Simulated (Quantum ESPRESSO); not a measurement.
# One change at a time to AlTa6Zr

These are calculations, not measurements. They come from Quantum ESPRESSO 7.5, a public plane-wave density functional program. Each row is one single-point run on a made-up periodic cell of eight metal atoms, with elements, volume, strain and displacements drawn at random and not relaxed, so a cell may be unstable or far from any real phase. There is no spin polarisation or spin-orbit coupling.

Settings: PBE unless stated; PseudoDojo standard norm-conserving files; Fermi-Dirac width 0.25 eV, which means electrons at about 2900 K; cutoff 1116 eV; 8 x 4 x 4 k mesh shifted half a step off Gamma. E is the free energy of the whole cell (internal energy minus TS), so a -TS column is already part of it. Stress is positive in tension, and the pressure P is minus a third of its trace.

Checks: one run of this series was repeated at a higher cutoff and on a denser mesh, which moved values by no more than 0.002 eV, 0.08 GPa and 0.006 eV/Å, and a second program with other atomic files agreed on it to 2 % rms in force and 0.5 GPa in pressure. Known limits: heavy elements are run without spin-orbit coupling, which real alloys of them have; a spin test at this wide smearing found no moment, but such smearing suppresses magnetism that the real alloy may have.

The lattice is face-centred cubic, and the cell vectors in Å are (-0.006, 2.087, 2.029); (-4.150, 4.196, -4.068); (-4.115, -4.167, 4.062), a volume of 140.20 Å³ in run 1. The elements on sites 1 to 8 are Ta Ta Ta Ta Ta Zr Ta Al. Each later run makes one change to run 1 and keeps the rest. E is counted from run 1, and is n/a where other atomic files have another zero of energy.

```
run,change,V (Å³),P (GPa),-TS (eV),rms force (eV/Å),largest change of a force component (eV/Å),E (eV)
1,none,140.20,17.12,-1.669,1.158,0.000,0.000
2,sites 6 and 8 exchanged,140.20,16.25,-1.631,0.967,3.264,-0.271
3,all lengths scaled by -1.26 %,134.97,25.88,-1.607,1.287,0.231,?
4,PBEsol in place of PBE,140.20,10.86,-1.675,1.088,0.165,n/a
5,Pd on site 4,140.20,11.00,-1.594,0.867,1.185,n/a
6,site 2 moved by +0.22 Å along x,140.20,16.55,-1.618,1.087,1.867,-0.228
```

## Worked estimate

Along a uniform scaling dE = -P dV. The mean of the two pressures is 21.500 GPa and the volume changes by -5.23 Å³, with 160.2 GPa to one eV/Å³. The same two rows give -V dP/dV = 230 GPa for this cell with clamped atoms, which is not the bulk modulus of a real alloy.

## Withheld value

Question: what E should run 3 give?

The estimate is 0.702 eV. The calculation gave 0.699 eV. The mean of two end points misses the curvature of P, and the finite cutoff adds a little.
